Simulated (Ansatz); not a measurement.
**Relaxing WS2**

Theory: DFT r2SCAN, scalar-relativistic, plane waves, PAW in Ansatz 0.2.0. Settings: 500 eV cutoff, 12×12×2 k-mesh, Gaussian smearing of 0.02 eV, no spin polarisation.

What was changed: strain along c alone, the other axes held, atoms relaxed: -2.0 %.

Spin–orbit coupling is left out, which can shift energies with elements as heavy as these.

Command:

```bash
ansatz run input.yaml --threads 1 --pin off --max-ram 2560MiB --backend cpu --events-out ev --progress --plain --runs-dir out
```

Input:

```yaml
crystal:
  lattice:
    - [3.1816189179, 0.0, 0.0]
    - [-1.5908094589, 2.755362808, 0.0]
    - [0.0, 0.0, 12.806033012]
  atoms:
    - { symbol: W, position: [0.3333333333, 0.6666666667, 0.25] }
    - { symbol: W, position: [0.6666666667, 0.3333333333, 0.75] }
    - { symbol: S, position: [0.3333333333, 0.6666666667, 0.630657474] }
    - { symbol: S, position: [0.6666666667, 0.3333333333, 0.130657474] }
    - { symbol: S, position: [0.3333333333, 0.6666666667, 0.869342526] }
    - { symbol: S, position: [0.6666666667, 0.3333333333, 0.369342526] }
basis:
  ecutwfc: 500
kpoints:
  mp_grid: { grid: [12, 12, 2] }
hamiltonian:
  xc: r2scan
scf:
  occupations: { method: gaussian, width: 0.02 }
output:
  forces: true
  stress: true
  eigenvalues: true
relax:
  adjacent_minimum: "off"
  f_tol: 0.008
  max_steps: 40
```

F is the free energy.

Steps:

```tsv
step	F − F(1) (eV)	largest force component (eV/Å)
1	0.0000	0.663
2	-0.0266	0.365
3	-0.0395	0.005
4	-0.0395	0.006
```

Relaxed structure:

```
CELL_PARAMETERS angstrom
3.18162 0.00000 0.00000
-1.59081 2.75536 0.00000
0.00000 0.00000 12.80603
ATOMIC_POSITIONS crystal
W 0.33333 0.66667 0.25000
W 0.66667 0.33333 0.75000
S 0.33333 0.66667 0.62832
S 0.66667 0.33333 0.12832
S 0.33333 0.66667 0.87168
S 0.66667 0.33333 0.37168
```

The structure is hexagonal, space group P6_3/mmc (No. 194). The conventional cell has a = 3.182 Å, b = 3.182 Å, c = 12.806 Å, α = 90.00°, β = 90.00°, γ = 120.00°. W (site symmetry -6m2) has 6 S at 2.41 Å as nearest neighbours. S (site symmetry 3m) has 3 W at 2.41 Å as nearest neighbours.

The run converged. Time: 77 s on 1 thread of Intel(R) Xeon(R) Platinum 8175M CPU @ 2.50GHz (Skylake/Cascade Lake), with other jobs on the host, peak memory 0.71 GiB.